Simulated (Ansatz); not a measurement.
Ti2SnC:
Space group P6₃/mmc (No. 194); a = b = 3.166 Å, c = 13.732 Å, α = β = 90.00°, γ = 120.00°

```
atom  site  symmetry       x       y       z
----  ----  --------  ------  ------  ------
Ti      4f       3m.  0.3333  0.6667  0.0808
Sn      2d      -6m2  0.6667  0.3333  0.2500
C       2a      -3m.  0.0000  0.0000  0.0000
```

Relaxed with r²SCAN.

Task: Tabulate the valence density and the electron localisation function along the shortest Ti–Ti contact (2.87 Å), the program Ansatz at the r²SCAN level (PAW).

Result: 

```csv
distance from Ti (Å),density (e/Å³),ELF
0.29,9.54,0.70
0.43,6.68,0.75
0.57,3.75,0.71
0.72,1.68,0.54
0.86,0.70,0.25
1.01,0.37,0.10
1.15,0.26,0.10
1.29,0.23,0.16
1.44,0.22,0.20
1.58,0.23,0.16
1.72,0.26,0.10
1.87,0.37,0.10
2.01,0.70,0.25
2.16,1.68,0.54
2.30,3.75,0.71
2.44,6.68,0.75
2.59,9.54,0.70
```

The density is the valence pseudo-density with augmentation charge, so density and ELF within about 1 Å of a nucleus are not all-electron values.

Space group P6_3/mmc. The first step of the workflow began from a Materials Project structure, measured or hypothetical; the Crystallography Open Database copy checked does not list it. Its standing as an ambient phase is unchecked. The r²SCAN relaxation kept the symmetry of its start; whether a distortion lowers the energy is not shown. The run is not spin-polarised. Scalar-relativistic: spin–orbit coupling is off unless named, which matters more the heavier the elements.

Potentials: the earlier of the program's two PAW sets.
